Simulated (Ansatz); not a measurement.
input.yaml (Ansatz)

```yaml
crystal:
  lattice:
    - [3.9701439143, 0.0, 0.0]
    - [-1.9850719572, 3.4382454865, 0.0]
    - [0.0, 0.0, 2.4336982195]
  atoms:
    - { symbol: Co, position: [0.0, 0.0, 0.0] }
    - { symbol: Co, position: [0.3333333333, 0.6666666667, 0.5] }
    - { symbol: Co, position: [0.6666666667, 0.3333333333, 0.5] }
hamiltonian:
  xc: pbesol
  pseudopotentials:
    kind: paw
    azcp:
      Co: "pseudopotentials/Co.paw.azcp"
basis:
  ecutwfc: 420
  fft_grid_basis: typed
kpoints:
  mp_grid: { grid: [9, 9, 13], shift: [0, 0, 0] }
magnetization:
  spin_polarized: false
scf:
  occupations: { method: fermi_dirac, width: 0.1 }
relax:
  max_steps: 60
  f_tol: 0.01
  cell: {}
```

and its output:

```
Warning: the record states the generating functional pbe (its physics header spells it `PBE`), which answers neither for hamiltonian.xc's functional nor for the pbesol family's — results may be inconsistent (PPs are generated against a specific XC)
Engine: ansatz 0.2.0, aarch64-unknown-linux-gnu
Pseudopotentials: kind: paw
Pseudopotential: Co, paw, valence charge 17, recommended cutoff 420 eV (normal) 
Functional definition: PBEsol
  exchange = pbesol_x
  correlation = pbesol_c
Crystal: 3 atoms, lattice volume = 33.221 Å³
Basis set: ecut = 420 eV, 669 PW (Γ), exchange–correlation on 54×54×36 points (8 copies of the dense FFT grid, shifted against one another)
Bands: 31, of which v1, the nominal top of the filled ones, is band 26 counted from 1 (25 counted from 0)
Symmetry: 24 space group operations
Space group: P6/mmm (ITA 191), of the structure as read, at distance tolerance 3.2e-5 Å
k-points: 84 of 1053
Non-local potential: Co, projectors of the file, l = 0: 3, l = 1: 2, l = 2: 3, l = 3: 1
PAW form: soft (Blöchl's): semilocal exchange-correlation on the pseudo side does not see the compensation charge
PAW frozen core: Co, regenerated for the run's functional, and the local potential with it (the file was generated under x = pbe(κ = 0.804, μ = 0.2195149727645171), c = pbe(β = 0.06672455060314922))
PAW one-centre angular grid: Co, 590 points (default); XC on 64 Gauss nodes
Initial density: superposition of atomic densities (neutral atoms: chi_scale 0, normalization atom), corrected by the library's trained network
Initial wavefunctions: pseudopotential atomic-orbital guess
Functional: x = pbesol(κ = 0.804, μ = 0.12345679012345678), c = pbesol(β = 0.046)
SCF iter   1: F=—  HF=-15277.949395 eV  |F-HF|=—  |Δ(HF+E_count)|=         —  Δρ=3.23e-2  dr2=2.42e-1  ethr=1.77e-3  ⟨swp⟩=4.3  Hψ=8242  notcnv=0
SCF iter   2: F=—  HF=-15277.932701 eV  |F-HF|=—  |Δ(HF+E_count)|=   1.67e-2  Δρ=2.16e-2  dr2=1.39e-1  ethr=4.75e-4  ⟨swp⟩=2.0  Hψ=3520  notcnv=0
SCF iter   3: F=—  HF=-15277.927625 eV  |F-HF|=—  |Δ(HF+E_count)|=   5.08e-3  Δρ=6.04e-3  dr2=1.21e-2  ethr=2.72e-4  ⟨swp⟩=1.0  Hψ=2604  notcnv=0
SCF iter   4: F=—  HF=-15277.927454 eV  |F-HF|=—  |Δ(HF+E_count)|=   1.70e-4  Δρ=2.32e-3  dr2=6.85e-4  ethr=2.37e-5  ⟨swp⟩=1.0  Hψ=2604  notcnv=0
SCF iter   5: F=—  HF=-15277.927335 eV  |F-HF|=—  |Δ(HF+E_count)|=   1.20e-4  Δρ=5.33e-4  dr2=4.30e-5  ethr=1.34e-6  ⟨swp⟩=1.0  Hψ=2613  notcnv=0
SCF iter   6: F=—  HF=-15277.927347 eV  |F-HF|=—  |Δ(HF+E_count)|=   1.22e-5  Δρ=8.75e-5  dr2=7.73e-7  ethr=8.43e-8  ⟨swp⟩=1.1  Hψ=2629  notcnv=0
SCF iter   7: F=-15277.927347 eV  HF=-15277.927347 eV  |F-HF|=2.45e-8  |Δ(HF+E_count)|=   1.77e-7  Δρ=1.98e-5  dr2=3.07e-8  ethr=1.96e-10  ⟨swp⟩=5.0  Hψ=10727  notcnv=0
SCF 1 converged in 7 iterations: F = -15277.927347 eV  dr2 = 3.07e-8
relax step   1: F+E_penalty+E_count = -15277.92734660 eV  Δ(F+E_penalty+E_count) = +0.000e0 eV  max|allowed force component| = 5.860e-17 eV/Å  Δτ_max = 0.0000 Å  P = -19.596 GPa  Ω = 33.221 Å³  (7 SCF iters, dr2 threshold 1.00e-7 eV, accepted)
...
SCF iter   4: F=-15278.116236 eV  HF=-15278.116236 eV  |F-HF|=1.09e-11  |Δ(HF+E_count)|=  5.09e-11  Δρ=2.37e-7  dr2=3.56e-12  ethr=1.00e-12  ⟨swp⟩=1.0  Hψ=2604  notcnv=0
iter 5 did not close the SCF: its close was put off for the readings that it lacked (scf_convergence_deferred on its scf_iter line)
SCF iter   5: F=-15278.116236 eV  HF=-15278.116236 eV  |F-HF|=1.82e-12  |Δ(HF+E_count)|=  1.82e-12  Δρ=9.97e-8  dr2=5.79e-13  ethr=1.00e-12  ⟨swp⟩=1.0  Hψ=2604  notcnv=0
iter 6 did not close the SCF: its close was put off for the readings that it lacked (scf_convergence_deferred on its scf_iter line)
SCF iter   6: F=-15278.116236 eV  HF=-15278.116236 eV  |F-HF|=1.82e-12  |Δ(HF+E_count)|=    0.00e0  Δρ=4.43e-8  dr2=1.29e-13  ethr=1.00e-12  ⟨swp⟩=1.0  Hψ=2604  notcnv=0
iter 7 did not close the SCF: its close was put off for the readings that it lacked (scf_convergence_deferred on its scf_iter line)
SCF iter   7: F=-15278.116236 eV  HF=-15278.116236 eV  |F-HF|=0.00e0  |Δ(HF+E_count)|=    0.00e0  Δρ=1.35e-8  dr2=1.09e-14  ethr=1.00e-12  ⟨swp⟩=1.0  Hψ=2604  notcnv=0
SCF iter   8: F=-15278.116236 eV  HF=-15278.116236 eV  |F-HF|=5.46e-12  |Δ(HF+E_count)|=    0.00e0  Δρ=3.63e-9  dr2=1.12e-15  ethr=1.00e-12  ⟨swp⟩=2.2  Hψ=7766  notcnv=0
SCF 7 converged in 8 iterations: F = -15278.116236 eV  dr2 = 1.12e-15
relax step   7: F+E_penalty+E_count = -15278.11623613 eV  Δ(F+E_penalty+E_count) = +1.337e-5 eV  max|allowed force component| = 2.544e-17 eV/Å  Δτ_max = 0.0000 Å  P = -0.000 GPa  Ω = 30.386 Å³  stress off target by 3.16e-3 GPa  SCF on the basis re-selected at this cell (its energy is not comparable with the rows above)  (8 SCF iters)
basis re-selected at this cell: Δ(F+E_penalty+E_count) = +1.337e-5 eV, ΔP = -0.001 GPa vs the last step (what re-selecting the basis moved, of the pressure what is left beyond the Pulay correction that the steps carried, after the strain that the cell walked since its last selection, with what the two solves' SCF thresholds leave and, on support functions, any second-order correction that the steps lacked; it is no measure of the basis error at this ecutwfc). This SCF's stress stands 3.16e-3 GPa from its target on what of the cell is left free (relax.cell.stress_tol is 5.00e-2 GPa) and its largest allowed force component is 2.54e-17 eV/Å (relax.f_tol is 1.00e-2 eV/Å): within both
SCF converged after 8 iterations
Free energy (F): -15278.116236 eV
Harris-Foulkes:  -15278.116236 eV  (|F-HF|=5.46e-12)
Internal energy: -15277.835404 eV  (E = F + TS)
E sigma→0 (E₀):  -15277.975820 eV
Entropy (-TS):   -0.280832 eV (-93.611 meV/atom)
Fermi energy:    20.088945 eV
--- Per-component energies (eV) ---
  E_band       = -660.983511
  E_kinetic    = 1369.682006
  E_local      = -8225.789402  (includes V_loc(G=0)·N_el)
  E_nonlocal   = 1365.298649
  E_hartree    = 3453.910115
  E_xc         = -475.753464
  E_vxc        = -616.899023  (∫ρ·V_xc dr)
  E_paw        = -4446.897024  (= ΣΔE_a)
  E_vpaw       = -1461.096213  (= ΣTr[D̂ρ^β])
  E_aug_tail   = 0.000241  (compensation charges beyond the density's cutoff)
  E_ewald      = -8318.851784
  E_core_change = 0.565258  (= ΣΔE_core)
  E_smearing   = -0.280832  (= −TS)
  E_closure    = -0.000000  (closes the sum)
  Σ components = -15278.116236   (vs F -15278.116236, Δ=0.00e0)
--- Forces (eV/Å), atoms counted from 1 ---
  atom   1  Co    -0.00000000    -0.00000000     0.00000000
  atom   2  Co    -0.00000000    -0.00000000    -0.00000000
  atom   3  Co     0.00000000     0.00000000     0.00000000
  max |Σ_I F_I| component: 1.39e-17 eV/Å
--- Stress (GPa, compression-positive) ---
        0.001062      -0.000000       0.000000
       -0.000000       0.001062       0.000000
        0.000000       0.000000      -0.003157
  P = ⅓ Tr σ = -0.0003 GPa (-0.003 kbar)
--- Relaxed structure (5 steps of the walk, 5 accepted, 2 SCFs on fresh bases) ---
  F+E_penalty+E_count = -15278.11623613 eV   max|allowed force component| = 2.544e-17 eV/Å   (the final SCF, on the basis selected at the relaxed cell)
  cell:  # Å, volume = 30.3859 Å³
    - [3.8548903590194974, 2.802946364635419e-11, 0.0]
    - [-1.927445179534023, 3.338432979700585, 0.0]
    - [0.0, 0.0, 2.361118751515526]
  atoms:
    - { symbol: Co, position: [8.847752694029792e-35, -1.1747570363241916e-34, 0.0] }
    - { symbol: Co, position: [0.33333333333333326, 0.6666666666666665, 0.5] }
    - { symbol: Co, position: [0.6666666666666667, 0.3333333333333333, 0.5] }
```
